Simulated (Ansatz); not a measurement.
B2W under pressure

Level of theory: Ansatz, DFT LDA, scalar-relativistic, plane waves, PAW. Plane waves to 420 eV; Γ-centred k mesh 18×18×12; Fermi-Dirac smearing of 0.15 eV. No spin polarisation. Phonons by linear response, acoustic sum rule imposed.

The cell, relaxed at this level:
```xyz
3
Lattice="2.9870 0.0000 0.0000 -1.4935 2.5869 0.0000 0.0000 0.0000 3.3099" Properties=species:S:1:pos:R:3 pbc="T T T"
B     0.0000    1.7246    1.6550
B     1.4935    0.8623    1.6550
W     0.0000    0.0000    0.0000
```

In a metal, frequencies and elastic constants depend on the k mesh and the smearing, soft modes and shear constants most. Spin–orbit coupling is left out, which can shift energies with elements as heavy as these.

Optical modes at Γ (cm⁻¹) at zero pressure: 234, 441, 522, 875.

Question: Under hydrostatic pressure the same modes lie at 242, 451, 529, 884 cm⁻¹. What is the pressure, and how much has the cell shrunk?

Answer: 3 GPa; the volume is 0.8 % smaller.